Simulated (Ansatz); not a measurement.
Calculated coordination and ³⁹K quadrupole coupling for K₃NaS₂O₈

Cell: an entry of the Crystallography Open Database (COD), ions relaxed with PBE at fixed cell.

Space group P-3m1 (No. 164); a = 5.6801, c = 7.3090 Å, γ = 120.00°.

| site | Wyckoff | site symmetry | x | y | z |
| --- | --- | --- | --- | --- | --- |
| K1 | 1a | -3m. | 0.0000 | 0.0000 | 0.0000 |
| K2 | 2d | 3m. | 0.6667 | 0.3333 | 0.6745 |
| Na | 1b | -3m. | 0.0000 | 0.0000 | 0.5000 |
| S | 2d | 3m. | 0.6667 | 0.3333 | 0.2305 |
| O7 | 2d | 3m. | 0.6667 | 0.3333 | 0.0289 |
| O9 | 6i | .m. | 0.8098 | 0.1902 | 0.3030 |

One atom of each set is listed.

All values are calculated (Ansatz; DFT, PBE, plane waves and PAW, scalar-relativistic, 420 eV cutoff, Γ-centred 5×5×4 k-points, Fermi–Dirac smearing 0.02 eV), not measured.

Q(³⁹K) = 60.30 mb.

Q: Order the K environments from the weakest to the strongest quadrupole coupling.
A. K2: 10 O at 2.59–3.06 Å
B. K1: 12 O at 2.90–3.29 Å

A: A (0.358 MHz, η = 0.00), B (1.65 MHz, η = 0.00).

An axis of threefold or higher order runs through K2 and K1, so V_zz lies along it and η is zero. Like point charges on the first shell alone (each adding as 1/d³) would give the same order.
